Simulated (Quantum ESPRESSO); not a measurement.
## Zn3AlF7O (input and log of a self-consistent run)

A calculation, not a measurement. The program is pw.x of Quantum ESPRESSO 7.5 (plane-wave density functional theory). The cell is made up: 12 atoms on a fluorite lattice, with randomly drawn elements, strain and displacements, not relaxed. PseudoDojo standard norm-conserving files (v0.5 for PBE, v0.4.1 for LDA and PBEsol) set the functional; there is no spin polarisation, spin-orbit coupling or dispersion term, and the masses in the input are unused placeholders.

Input:

```
&control calculation='scf', pseudo_dir='./dojo.nc.sr.pbe.v0_5.standard.upf', outdir='./o', disk_io='medium', tprnfor=.true., tstress=.true. /
&system ibrav=0, nat=12, ntyp=4, nbnd=65, ecutwfc=84.00895049, nosym=.true., tot_charge=0,
 occupations='smearing', smearing='fd', degauss=0.0018374661
/
&electrons conv_thr=7.350e-09, electron_maxstep=60, /
ATOMIC_SPECIES
Al 1.0 Al.upf
F 1.0 F.upf
O 1.0 O.upf
Zn 1.0 Zn.upf
CELL_PARAMETERS angstrom
5.0787 0.0478 0.0403
0.0478 5.1187 -0.0116
0.0403 -0.0116 5.1426
ATOMIC_POSITIONS angstrom
Zn 0.0255 0.0503 -0.0506
Al 0.0084 2.5768 2.5867
Zn 2.63 -0.0048 2.6269
Zn 2.5817 2.6215 0.0005
F 1.3008 1.2966 1.2702
F 1.3346 1.2681 3.8211
F 1.2774 3.8618 1.2911
F 1.3408 3.8401 3.8097
F 3.7872 1.2659 1.3303
F 3.9197 1.3371 3.9294
F 3.8118 3.8259 1.2902
O 3.8983 3.8722 3.9337
K_POINTS automatic
4 4 4 1 1 1
```

The log is shortened where brackets say so; the opening notice, blank lines, dates and the lines on written files are dropped, and the path of the files is cut. It prints rydbergs, bohrs and kilobars, and counts compression as positive stress. With no partly filled state, the Fermi energy that it prints is only some level between the filled and the empty states on the mesh, and need not lie in the true gap.

```
     Program PWSCF v.7.5
     Parallel version (MPI & OpenMP), running on       1 processor cores
     Number of MPI processes:                 1
     Threads/MPI process:                     1
     [start-up lines left out]
     bravais-lattice index     =            0
     lattice parameter (alat)  =       9.5981  a.u.
     unit-cell volume          =     902.0363 (a.u.)^3
     number of atoms/cell      =           12
     number of atomic types    =            4
     number of electrons       =       118.00
     number of Kohn-Sham states=           65
     kinetic-energy cutoff     =      84.0090  Ry
     charge density cutoff     =     336.0358  Ry
     scf convergence threshold =      7.3E-09
     mixing beta               =       0.7000
     number of iterations used =            8  plain     mixing
     Exchange-correlation= PBE
                           (   1   4   3   4   0   0   0)
     [axes and pseudopotential details left out]
   Cartesian axes
     site n.     atom                  positions (alat units)
         1        Zn     tau(   1) = (   0.0050206   0.0099034  -0.0099624  )
         2        Al     tau(   2) = (   0.0016538   0.5073355   0.5092847  )
         3        Zn     tau(   3) = (   0.5178098  -0.0009451   0.5171995  )
         4        Zn     tau(   4) = (   0.5083002   0.5161363   0.0000984  )
         5        F      tau(   5) = (   0.2561091   0.2552822   0.2500844  )
         6        F      tau(   6) = (   0.2627639   0.2496710   0.7523206  )
         7        F      tau(   7) = (   0.2515020   0.7603338   0.2541993  )
         8        F      tau(   8) = (   0.2639846   0.7560614   0.7500761  )
         9        F      tau(   9) = (   0.7456461   0.2492378   0.2619173  )
        10        F      tau(  10) = (   0.7717335   0.2632561   0.7736433  )
        11        F      tau(  11) = (   0.7504895   0.7532656   0.2540221  )
        12        O      tau(  12) = (   0.7675202   0.7623814   0.7744899  )
     number of k points=    32  Fermi-Dirac smearing, width (Ry)=  0.0018
                       cart. coord. in units 2pi/alat
        k(    1) = (   0.1228761   0.1231634   0.1227710), wk =   0.0625000
        k(    2) = (   0.1209112   0.1237413   0.3697001), wk =   0.0625000
     [further k points left out]
     Dense  grid:    93777 G-vectors     FFT dimensions: (  60,  60,  60)
     Estimated max dynamical RAM per process >     158.91 MB
     Initial potential from superposition of free atoms
     starting charge     117.9971, renormalised to     118.0000
     Starting wfcs are   66 randomized atomic wfcs
     total cpu time spent up to now is       18.3 secs
     per-process dynamical memory:    94.5 Mb
     Self-consistent Calculation
     iteration #  1     ecut=    84.01 Ry     beta= 0.70
     Davidson diagonalization with overlap
     ethr =  1.00E-02,  avg # of iterations =  3.2
     total cpu time spent up to now is       69.9 secs
     total energy              =   -1636.78889738 Ry
     estimated scf accuracy    <       1.88989307 Ry
     iteration #  2     ecut=    84.01 Ry     beta= 0.70
     Davidson diagonalization with overlap
     ethr =  1.60E-03,  avg # of iterations =  3.2
     total cpu time spent up to now is      122.2 secs
     total energy              =   -1636.67130575 Ry
     estimated scf accuracy    <       4.29093866 Ry
     iteration #  3     ecut=    84.01 Ry     beta= 0.70
     Davidson diagonalization with overlap
     ethr =  1.60E-03,  avg # of iterations =  3.0
     total cpu time spent up to now is      165.6 secs
     total energy              =   -1637.62136965 Ry
     estimated scf accuracy    <       0.66013409 Ry
     iteration #  4     ecut=    84.01 Ry     beta= 0.70
     Davidson diagonalization with overlap
     ethr =  5.59E-04,  avg # of iterations =  2.0
     total cpu time spent up to now is      200.5 secs
     total energy              =   -1637.66532284 Ry
     estimated scf accuracy    <       0.06726713 Ry
     iteration #  5     ecut=    84.01 Ry     beta= 0.70
     Davidson diagonalization with overlap
     ethr =  5.70E-05,  avg # of iterations =  5.3
     total cpu time spent up to now is      238.7 secs
     total energy              =   -1637.67797200 Ry
     estimated scf accuracy    <       0.00194287 Ry
     [iterations 6 to 7 left out]
     iteration #  8     ecut=    84.01 Ry     beta= 0.70
     Davidson diagonalization with overlap
     ethr =  5.47E-08,  avg # of iterations =  2.0
     total cpu time spent up to now is      344.5 secs
     total energy              =   -1637.67848943 Ry
     estimated scf accuracy    <       0.00001041 Ry
     iteration #  9     ecut=    84.01 Ry     beta= 0.70
     Davidson diagonalization with overlap
     ethr =  8.82E-09,  avg # of iterations =  3.0
     total cpu time spent up to now is      375.3 secs
     total energy              =   -1637.67849143 Ry
     estimated scf accuracy    <       0.00000096 Ry
     iteration # 10     ecut=    84.01 Ry     beta= 0.70
     Davidson diagonalization with overlap
     ethr =  8.12E-10,  avg # of iterations =  2.0
     total cpu time spent up to now is      409.1 secs
     total energy              =   -1637.67849156 Ry
     estimated scf accuracy    <       0.00000021 Ry
     iteration # 11     ecut=    84.01 Ry     beta= 0.70
     Davidson diagonalization with overlap
     ethr =  1.79E-10,  avg # of iterations =  2.0
     total cpu time spent up to now is      442.1 secs
     total energy              =   -1637.67849157 Ry
     estimated scf accuracy    <       0.00000004 Ry
     iteration # 12     ecut=    84.01 Ry     beta= 0.70
     Davidson diagonalization with overlap
     ethr =  3.10E-11,  avg # of iterations =  2.4
     total cpu time spent up to now is      478.4 secs
     End of self-consistent calculation
          k = 0.1229 0.1232 0.1228 ( 11699 PWs)   bands (ev):
  -116.8040-116.7807-116.7672 -70.9911 -70.9805 -70.9656 -70.9617 -70.9570
   -70.9398 -70.9397 -70.9132 -70.9039 -16.3088 -15.7940 -15.7010 -15.5430
   -15.2567 -15.1008 -14.8972  -8.0990  -0.2243   0.1985   0.2356   0.8307
     0.8918   0.9502   1.2561   1.3333   1.4098   1.6047   1.6822   1.8251
     1.9648   2.0819   2.1340   2.2270   2.2479   2.2734   2.2954   2.4241
     2.4659   2.5548   2.5955   2.6835   3.4120   3.6311   3.7300   3.8423
     4.0079   4.1162   4.3535   4.4335   4.5366   4.6358   4.7424   4.7956
     6.7024   7.1730   7.2255   8.9554  11.9643  12.8827  12.9169  14.6121
    14.6423
     [levels at the other k points left out]
     the Fermi energy is     7.9293 ev
!    total energy              =   -1637.67849158 Ry
     estimated scf accuracy    <          7.0E-10 Ry
     smearing contrib. (-TS)   =      -0.00000000 Ry
     internal energy E=F+TS    =   -1637.67849158 Ry
     The total energy is F=E-TS. E is the sum of the following terms:
     one-electron contribution =   -1159.22184583 Ry
     hartree contribution      =     631.66481513 Ry
     xc contribution           =    -223.02208816 Ry
     ewald contribution        =    -887.09937271 Ry
     convergence has been achieved in  12 iterations
     Forces acting on atoms (cartesian axes, Ry/au):
     atom    1 type  4   force =    -0.03173757   -0.04617383   -0.02382610
     atom    2 type  1   force =    -0.03820079    0.05784455    0.04938004
     atom    3 type  4   force =     0.02747614   -0.03893931    0.03165332
     atom    4 type  4   force =     0.02943808    0.03598287   -0.02985767
     atom    5 type  2   force =    -0.03652619    0.03033335    0.02185506
     atom    6 type  2   force =    -0.01654992    0.02905353   -0.02440695
     atom    7 type  2   force =    -0.02817622   -0.02769703    0.01860687
     atom    8 type  2   force =    -0.01556093   -0.02920889   -0.01959865
     atom    9 type  2   force =     0.03346564    0.02429900    0.02920466
     atom   10 type  2   force =     0.02027161    0.01987174   -0.03573502
     atom   11 type  2   force =     0.02865416   -0.02933800    0.03873011
     atom   12 type  3   force =     0.02744599   -0.02602799   -0.05600566
     Total force =     0.193660     Total SCF correction =     0.000107
     Computing stress (Cartesian axis) and pressure
          total   stress  (Ry/bohr**3)                   (kbar)     P=      -74.87
  -0.00039616   0.00002536   0.00004799          -58.28        3.73        7.06
   0.00002536  -0.00053007  -0.00002544            3.73      -77.98       -3.74
   0.00004799  -0.00002544  -0.00060070            7.06       -3.74      -88.37
     init_run     :     17.18s CPU     18.18s WALL (       1 calls)
     electrons    :    433.01s CPU    460.02s WALL (       1 calls)
     forces       :      6.46s CPU      6.55s WALL (       1 calls)
     stress       :     24.10s CPU     24.19s WALL (       1 calls)
     [timing details left out]
     PWSCF        :   8m 1.05s CPU   8m29.48s WALL
     JOB DONE.
```

In other units: free energy -22281.751 eV for the cell, pressure -7.49 GPa, largest force component 1.487 eV/Å. A rerun of this cell at 1437 eV and a 6 x 6 x 6 mesh moved values by no more than 0.002 eV in energy, 0.02 GPa in stress and 0.002 eV/Å in force.